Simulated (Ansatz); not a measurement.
Be (hcp (Mg type), P6_3/mmc) under volume change, plane-wave PAW PBEsol (Ansatz code), shape and atoms relaxed at each volume.

```csv
V (Å³/atom),E − E(relaxed) (meV/atom),P (GPa)
7.128,28.0,13.62
7.363,11.9,8.47
7.598,2.8,3.95
7.833,0.0,-0.01
8.068,2.6,-3.49
8.303,10.0,-6.56
8.538,21.7,-9.25
```

Task: What does a third-order Birch–Murnaghan fit give for V₀, B₀ and B′?

Result: V₀ = 7.83 Å³/atom, B₀ = 124 GPa, B′ = 3.3.

The cell was relaxed with PBEsol under the symmetry of its start.

Potentials: the earlier of the program's two PAW sets. The files were generated under PBE; for other functionals the program regenerates the frozen cores, and for LDA and PBEsol the local potential too.
